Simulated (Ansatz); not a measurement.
# Property card for MoSeS

MoSeS:
```xyz
6
Lattice="3.2426 0.0000 0.0000 -1.6213 2.8082 0.0000 0.0000 0.0000 12.9497" Properties=species:S:1:pos:R:3 pbc="T T T"
Mo     0.0000     0.0000     3.4009
Mo     0.0000     0.0000     9.5489
Se     1.6213     0.9361    11.2370
Se     0.0000     1.8721     1.7127
S      0.0000     1.8721     4.9190
S      1.6213     0.9361     8.0308
```

Space group P-3m1 (No. 164); conventional cell a = 3.243 Å, b = 3.243 Å, c = 12.950 Å, α = 90.00°, β = 90.00°, γ = 120.00°.

Method: the program Ansatz at the r²SCAN+D4 level (PAW). The cell and atoms are relaxed at this level. Other levels are named where they apply.

**Cell and energy**

```json
{
  "volume_per_atom": "19.65 Å³",
  "density": "5.83 g/cm³",
  "Formation energy from the elements (no fitted shifts)": "-0.86 eV/atom"
}
```

**Electronic structure**

```json
{
 "band_gap": "0.90 eV (indirect)",
 "valence_band_maximum": "at Γ",
 "conduction_band_minimum": "on the K–Γ line, 45 % of the way from K (6 equivalent valleys)",
 "smallest_direct_gap_on_the_standard_path": "1.65 eV",
 "electron_effective_mass": "0.59, 0.63, 0.91 mₑ (principal values)",
 "Electron effective mass with spin–orbit coupling": "0.59, 0.63, 0.91 mₑ (principal values)",
 "hole_effective_mass": "0.80, 0.80, 1.6 mₑ (principal values)",
 "Hole effective mass with spin–orbit coupling": "0.80, 0.80, 1.6 mₑ (principal values)",
 "HSE06 gap on the r²SCAN+D4 cell": "1.32 eV",
 "Gap with spin–orbit coupling": "0.90 eV"
}
```

**Mechanics**

```json
{
  "Bulk modulus (Birch–Murnaghan fit)": "30.5 GPa",
  "Pressure derivative B′": "13.4",
  "Elastic constants (relaxed ions, GPa)": "C11 = 202, C12 = 53.1, C13 = 12.1, C14 = 0.4, C33 = 34.7, C44 = 7.3",
  "mechanical_stability": "stable (all eigenvalues of C positive)"
}
```

**Dielectric response**

```json
{
  "Electronic dielectric constant ε∞ (DFPT)": "15.4 (xx = yy), 5.87 (zz)",
  "Static dielectric constant ε0 (ions relaxed, cell fixed)": "15.7 (xx = yy), 5.89 (zz)",
  "Born charges (a third of the trace)": "Mo -0.98, Se +0.68, S +0.31 e"
}
```

**Phonons**

```json
{
  "Highest zone-centre frequency (without LO–TO term)": "55.3 meV",
  "zone_centre_stability": "no imaginary mode at Γ"
}
```

**Charges**

```json
{
 "bader_charges": "Mo +1.19, Se -0.52, S -0.68 e"
}
```

The first step of the workflow began from a Materials Project structure, measured or hypothetical; the Crystallography Open Database copy checked does not list it. Whether it is the stable phase at ambient conditions was not checked. The cell was relaxed with r²SCAN+D4 under the symmetry of its start. No spin polarisation was allowed. The references are the lowest solids computed at this level, not always the standard phases. Spin–orbit coupling is left out wherever it is not named.

Potentials: the later of the program's two PAW sets.
